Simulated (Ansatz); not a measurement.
# Notes on Li2Cu5

```
CELL_PARAMETERS angstrom
8.45544 0.00000 0.00000
0.00000 8.45544 0.00000
0.00000 0.00000 2.57186
ATOMIC_POSITIONS crystal
Cu 0.29540 0.43240 0.00000
Cu 0.56760 0.29540 0.00000
Cu 0.70460 0.56760 0.00000
Cu 0.43240 0.70460 0.00000
Cu 0.79540 0.06760 0.00000
Cu 0.06760 0.20460 0.00000
Cu 0.20460 0.93240 0.00000
Cu 0.93240 0.79540 0.00000
Li 0.17200 0.67200 0.50000
Li 0.32800 0.17200 0.50000
Li 0.82800 0.32800 0.50000
Li 0.67200 0.82800 0.50000
Cu 0.00000 0.50000 0.00000
Cu 0.50000 0.00000 0.00000
```

Method: PBE, no spin polarisation; PAW, plane waves to 420 eV, 4×4×13 Γ-centred mesh, fermi-dirac occupations (width 0.0913 eV) (Ansatz 0.2.0), atoms fixed.

Task: Metal or insulator?

Result: It is a metal, with about 4.4 states/eV a cell as the mean within 0.25 eV of the Fermi level.

Task: Where is the largest force?

Result: The largest is on Li9 (and as large on other atoms): 0.28 eV/Å, components (0.20, 0.20, 0.00). It makes 148° with the line to a nearest neighbour, Cu13 at 2.43 Å, pointing away from it.

Task: Which element gives electrons and which takes them?

Result: Bader charges in e: Li +0.81, Cu -0.38 to -0.31. In the mean Li gives up most and Cu takes most.

Task: What does the stress say?

Result: The pressure is -2.0 GPa (compression positive), so with the atoms held at these fractions the cell would first shrink.

Origin: a known structure type with other elements, at an estimated volume, so it need not be a known compound.
